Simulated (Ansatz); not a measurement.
Bi$_{2}$TeO$_{2}$ in space group P-3m1 (No. 164; Bi on 2d, Te on 1b, O on 2d) at seven volumes, plane-wave PAW PBEsol (Ansatz code), shape and atoms relaxed at each. One row is withheld.

```tsv
V (Å³/atom)	P (GPa)
18.820	10.45
19.440	6.34
20.061	?
20.681	0.00
21.302	-2.42
21.922	-4.40
22.543	-6.05
```

Task: Fit the shown pressures and predict the withheld one.

Result: Third-order Birch–Murnaghan: P = (3/2)B₀(x^(7/2) − x^(5/2))[1 + (3/4)(B′ − 4)(x − 1)] with x = (V₀/V)^(2/3). Least squares on the six rows gives V₀ = 20.680 Å³/atom, B₀ = 87.38 GPa, B′ = 5.06. At V = 20.061, x = 1.0205 and P = 2.87 GPa. The run itself gave 2.90 GPa.

The start of the workflow was typed in or built on a structure type; neither database checked (COD, Materials Project) lists it. Its standing as an ambient phase is unchecked. The cell was relaxed with PBEsol under the symmetry of its start; its stability against distortions is not shown here. The volume moved by 21 % from the start of the relaxation. Spin–orbit coupling is left out wherever it is not named.

Potentials: the earlier of the program's two PAW sets. The files were generated under PBE; for other functionals the program regenerates the frozen cores, and for LDA and PBEsol the local potential too.
